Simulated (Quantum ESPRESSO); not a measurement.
# Kohn-Sham bands of SnSe2 (CdI2 type)

```xyz
3
Lattice="3.8419 0.0000 0.0000 -1.9210 3.3272 0.0000 0.0000 0.0000 6.4859" Properties=species:S:1:pos:R:3 pbc="T T T"
Sn     0.0000     0.0000     0.0000
Se    -1.9210     1.1091    -1.5754
Se     1.9210    -1.1091     1.5754
```

Structure: Materials Project mp-665, symmetrised, not relaxed again. COD (Crystallography Open Database) has the formula in 2 space groups, this one among them (matched by group alone). Computed values, not measurements, from PBEsol: Quantum ESPRESSO (norm-conserving PseudoDojo potentials, cutoff 69 Ry, no spin polarisation, no spin-orbit coupling) on a Γ-centred 12×12×6 mesh, then Wannier90. Density: 12×12×6 mesh, Gaussian smearing 0.01 Ry. The cell is built of weakly bound layers, chains or molecules, whose nearest atoms lie 4.01 Å apart. Database cells relaxed without dispersion often hold them too far apart, which can enlarge gaps and weakens couplings between them; spacing and stacking were not compared with the measured crystal. Spin-orbit coupling is left out although heavy elements are present.

Energies are relative to the valence-band maximum; weights are on the orthonormalised atomic waves of the pseudopotential files, averaged over the group. 46 electrons a cell are treated as valence.

| bands | from (eV) | to (eV) | filling | weight on atomic waves |
|---|---|---|---|---|
| 1–10 | -46.84 | -46.77 | filled | ? |
| 11–15 | -21.14 | -21.03 | filled | ? |
| 16–17 | -13.64 | -11.55 | filled | ? |
| 18 | -7.23 | -5.34 | filled | ? |
| 19–23 | -4.60 | 0.00 | filled | ? |
| 24 | 0.65 | 2.35 | empty | ? |

Q: Which atomic shells make up each group?

A: 
- 1–10, weight on atomic waves: Se 3d 100 %
- 11–15, weight on atomic waves: Sn 4d 100 %
- 16–17, weight on atomic waves: Se 4s 79 %, Sn 5p 13 %, Sn 5s 6 %
- 18, weight on atomic waves: Sn 5s 50 %, Se 4p 35 %, Se 4s 14 %
- 19–23, weight on atomic waves: Se 4p 80 %, Sn 5p 16 %
- 24, weight on atomic waves: Se 4p 60 %, Sn 5s 33 %

The Kohn-Sham gap over both meshes and the path is 0.65 eV.
